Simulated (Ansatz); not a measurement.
TaAs:
```yaml
crystal:
  lattice:
    - [-1.70257, 1.70257, 5.75439]
    - [1.70257, -1.70257, 5.75439]
    - [1.70257, 1.70257, -5.75439]
  atoms:
    - { symbol: Ta, position: [0.99899, 0.99899, 0.00000] }
    - { symbol: Ta, position: [0.74899, 0.24899, 0.50000] }
    - { symbol: As, position: [0.41701, 0.41701, 0.00000] }
    - { symbol: As, position: [0.16701, 0.66701, 0.50000] }
```

Relaxed with LDA.

Problem. Which orbitals make up the states near the Fermi level in LDA (plane waves, PAW; program Ansatz)?

Solution. Within 0.5 eV of the Fermi level: Ta 5d 86 %, As 4p 11 %. Projections are on Löwdin-orthogonalised atomic valence shells; empty p or d shells of many metals are not among them.

Problem. Tabulate the density of states.

Solution. States/eV per cell of 4 atoms, in 0.25 eV bins, energy from the Fermi level.

```
E (eV)  total  Ta 5d  As 4p  Ta 6s
------  -----  -----  -----  -----
-7.85    0.00   0.00   0.00   0.00
-7.60    0.00   0.00   0.00   0.00
-7.35    0.39   0.06   0.22   0.08
-7.10    0.71   0.13   0.40   0.12
-6.85    1.03   0.23   0.59   0.15
-6.60    1.37   0.35   0.76   0.17
-6.35    1.59   0.43   0.89   0.18
-6.10    2.60   0.75   1.47   0.26
-5.85    2.99   1.01   1.65   0.20
-5.60    2.01   0.68   1.09   0.13
-5.35    0.99   0.32   0.52   0.07
-5.10    1.38   0.42   0.80   0.06
-4.85    2.04   0.65   1.19   0.09
-4.60    2.23   0.75   1.28   0.09
-4.35    2.46   0.84   1.42   0.08
-4.10    2.47   0.93   1.36   0.07
-3.85    2.55   1.04   1.36   0.06
-3.60    2.90   1.25   1.50   0.06
-3.35    2.94   1.24   1.56   0.06
-3.10    3.96   1.69   2.09   0.07
-2.85    3.58   1.62   1.82   0.05
-2.60    3.49   1.78   1.59   0.04
-2.35    2.26   1.23   0.94   0.04
-2.10    1.37   0.83   0.49   0.02
-1.85    1.28   0.87   0.34   0.02
-1.60    2.79   2.14   0.46   0.07
-1.35    3.91   3.06   0.43   0.23
-1.10    3.09   2.42   0.38   0.11
-0.85    3.18   2.54   0.39   0.07
-0.60    1.48   1.20   0.21   0.01
-0.35    0.75   0.61   0.11   0.01
-0.10    0.21   0.18   0.02   0.00
0.15     0.60   0.53   0.05   0.00
0.40     1.78   1.55   0.16   0.01
0.65     1.53   1.28   0.17   0.01
0.90     1.68   1.43   0.17   0.01
1.15     1.97   1.68   0.18   0.02
1.40     2.69   2.28   0.24   0.04
1.65     2.52   2.07   0.25   0.05
1.90     2.36   1.91   0.24   0.05
2.15     3.06   2.36   0.36   0.09
2.40     3.46   2.55   0.41   0.18
2.65     3.88   2.81   0.40   0.27
2.90     4.07   2.85   0.51   0.27
3.15     3.98   2.71   0.55   0.21
3.40     3.86   2.38   0.59   0.33
3.65     3.10   1.74   0.55   0.34
3.90     4.24   2.36   0.87   0.38
```

Space group I4_1md. Symmetry was held in the LDA relaxation; of distortions, only those at the zone centre were tested. The run is not spin-polarised. A small band overlap can be real or an error of a semilocal functional. Spin–orbit coupling is left out wherever it is not named.

Potentials: the later of the program's two PAW sets.
